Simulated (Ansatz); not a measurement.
Data:

AlP:
```cif
data_Al2P2
_chemical_formula_sum 'Al2 P2'
_space_group_name_H-M_alt 'P42/mmc'
_space_group_IT_number 131
_space_group_name_Hall '-P 4c 2'
_cell_length_a 3.71111
_cell_length_b 3.71111
_cell_length_c 6.22435
_cell_angle_alpha 90.000
_cell_angle_beta 90.000
_cell_angle_gamma 90.000
loop_
_atom_site_label
_atom_site_type_symbol
_atom_site_symmetry_multiplicity
_atom_site_Wyckoff_symbol
_atom_site_fract_x
_atom_site_fract_y
_atom_site_fract_z
_atom_site_occupancy
Al1 Al 2 c 0.00000 0.50000 0.00000 1
P1 P 2 e 0.00000 0.00000 0.25000 1
```

This is the PBE-relaxed structure.

Problem. All from DFT-PBE in the program Ansatz with PAW potentials, unless another level is named. Predict the electronic character.

Solution. metallic (no gap).

Problem. And the density of states at the Fermi level?

Solution. 0.36 states/eV per atom (mean over ±0.08 eV).

Problem. What about the formation energy from the elements (no fitted shifts)?

Solution. 0.031 eV/atom.

Space group P4_2/mmc. The cell is a constructed one: a structure type filled with these elements; neither database checked (COD, Materials Project) lists it. It is not the phase usual at ambient conditions (space group No. 216). The cell was relaxed with PBE under the symmetry of its start; whether a distortion lowers the energy is not shown. The references are the lowest solids computed at this level, not always the standard phases.

Potentials: the later of the program's two PAW sets.
